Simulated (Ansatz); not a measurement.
Values for one crystal, relaxed and computed with LDA in the plane-wave PAW code Ansatz; other levels are named.

* **Volume per atom**: 24.11 Å³
* **Electronic character**: metallic (no gap)
* **Density of states at the Fermi level**: 0.45 states/eV per atom (mean over ±0.08 eV)
* **Mechanical stability**: unstable (C has a negative eigenvalue)
* **Bulk modulus (Birch–Murnaghan fit)**: 29.3 GPa
* **Elastic constants (relaxed ions, GPa)**: C11 = 71.4, C12 = 25.7, C13 = 4.6, C33 = 59.1, C44 = -13.9
* **Pressure derivative B′**: 4.1

Task: Which of these materials gives this?
A. Zn, fcc (Cu type)
B. Be, bcc (W type)
C. Ga, α-Ga
D. Mg, simple hexagonal

Result: D, Mg, simple hexagonal

Space group P6/mmm (simple hexagonal). The first step of the workflow began from a Materials Project structure, measured or hypothetical; the Crystallography Open Database copy checked does not list it. It is not the phase usual at ambient conditions (space group No. 194). Symmetry was held in the LDA relaxation. As this level gives no gap, shear constants depend on the k-mesh and smearing (Fermi–Dirac, 0.1 eV here).

Potentials: the later of the program's two PAW sets.
